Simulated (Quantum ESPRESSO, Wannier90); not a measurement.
Wannierisation of HfO$_{2}$ (P2₁/c)

```
begin unit_cell_cart
ang
    5.0941800000    0.0000000000    0.0000000000
    0.0000000000    5.1506400000    0.0000000000
   -0.8761660000    0.0000000000    5.2029540000
end unit_cell_cart
begin atoms_frac
Hf   0.2761400000  0.4580600000 -0.2920900000
Hf  -0.2761400000 -0.4580600000  0.2920900000
Hf  -0.2761400000 -0.0419400000 -0.2079100000
Hf   0.2761400000  0.0419400000  0.2079100000
O    0.4480000000 -0.2574700000 -0.0214200000
O   -0.4480000000  0.2574700000  0.0214200000
O   -0.4480000000  0.2425300000 -0.4785800000
O    0.4480000000 -0.2425300000  0.4785800000
O    0.0683600000  0.3307600000  0.3462500000
O   -0.0683600000 -0.3307600000 -0.3462500000
O   -0.0683600000 -0.1692400000  0.1537500000
O    0.0683600000  0.1692400000 -0.1537500000
end atoms_frac
```

Structure: Materials Project mp-352, symmetrised, not relaxed again. COD (Crystallography Open Database) has the formula in 3 space groups, this one among them (matched by group alone). Computed values, not measurements, from LDA: Quantum ESPRESSO (norm-conserving PseudoDojo potentials, cutoff 68 Ry, no spin polarisation, no spin-orbit coupling) on a Γ-centred 4×4×4 mesh, then Wannier90. Density: 6×6×6 mesh, Gaussian smearing 0.01 Ry. Spin-orbit coupling is left out although heavy elements are present.

A tight-binding model is made by disentanglement and projection with no localisation steps (num_iter = 0), so the 44 orbitals stay atom-like: hydrogen-like Hf: d; O: p, axes along x, y, z; frozen window up to 5.45 eV relative to the valence-band maximum. It follows pw.x to 0.6 meV rms for states up to 5.0 eV relative to the valence-band maximum. Matrix elements depend on this choice of orbitals and windows.

Q: What are the on-site energies relative to the valence-band maximum, and how fast do the hoppings decay?

A: 
| atom | orbitals | energy (eV) |
|---|---|---|
| Hf1 | dz2 | 5.65 |
| Hf1 | dxz | 6.17 |
| Hf1 | dyz | 6.74 |
| Hf1 | dx2-y2 | 5.19 |
| Hf1 | dxy | 7.26 |
| Hf2 | dz2 | 5.65 |
| Hf2 | dxz | 6.17 |
| Hf2 | dyz | 6.74 |
| Hf2 | dx2-y2 | 5.19 |
| Hf2 | dxy | 7.26 |
| Hf3 | dz2 | 5.65 |
| Hf3 | dxz | 6.17 |
| Hf3 | dyz | 6.74 |
| Hf3 | dx2-y2 | 5.19 |
| Hf3 | dxy | 7.26 |
| Hf4 | dz2 | 5.65 |
| Hf4 | dxz | 6.17 |
| Hf4 | dyz | 6.74 |
| Hf4 | dx2-y2 | 5.19 |
| Hf4 | dxy | 7.26 |
| O5 | pz py | -1.77 |
| O5 | px | -1.68 |
| O6 | pz py | -1.77 |
| O6 | px | -1.68 |
| O7 | pz py | -1.77 |
| O7 | px | -1.68 |
| O8 | pz py | -1.77 |
| O8 | px | -1.68 |
| O9 | pz py | -1.16 |
| O9 | px | -1.23 |
| O10 | pz py | -1.16 |
| O10 | px | -1.23 |
| O11 | pz py | -1.16 |
| O11 | px | -1.23 |
| O12 | pz py | -1.16 |
| O12 | px | -1.23 |

```csv
distance of the centres (Å),largest modulus (eV)
1–2,1.4
2–3,2.2
3–4,0.31
4–5,0.13
5–6,0.054
6–7,0.018
7–8,0.011
8–9,0.0073
9–10,0.0053
```
